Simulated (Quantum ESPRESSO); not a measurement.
## CdS: field gradients at the nuclei

```yaml
crystal:
  lattice:
    - [4.13700, 0.00000, 0.00000]
    - [-2.06850, 3.58275, 0.00000]
    - [0.00000, 0.00000, 6.71440]
  atoms:
    - { symbol: Cd, position: [0.66667, 0.33333, 0.99895] }
    - { symbol: Cd, position: [0.33333, 0.66667, 0.49895] }
    - { symbol: S, position: [0.66667, 0.33333, 0.37605] }
    - { symbol: S, position: [0.33333, 0.66667, 0.87605] }
```
The cell was made here from an entry of the Crystallography Open Database (unchecked): atoms relaxed with PBE in the measured cell (PBE without dispersion, pw.x of a modified build of Quantum ESPRESSO, symmetry kept).  Stability against distortions was not tested.

Convention: |Vzz| is the largest principal value, η_Q = (Vxx − Vyy)/Vzz, |C_Q| = |eQVzz/h|. Cores are frozen. Cd had no test against all-electron runs. Static lattice: thermal averaging is not included.

Quadrupole moments taken as inputs (sizes, barn, from the tables of PySCF and pymatgen): ³³S 0.0678.

Task: What do the calculations give at each independent site (field gradients by the PAW reconstruction of the field gradient on a scalar-relativistic PBE ground state (Quantum ESPRESSO, JTH datasets), 20 Ha, k-mesh 6×6×4 through Γ)?

Result: 
| site | site symmetry | Vzz (10²¹ V/m²) | η_Q | ∣C_Q∣ (MHz) |
|---|---|---|---|---|
| Cd (atoms 1, 2) | 3m | 0.33 | 0.00 | – |
| S (atoms 3, 4) | 3m | under 0.2 | – | under 0.32 (³³S) |
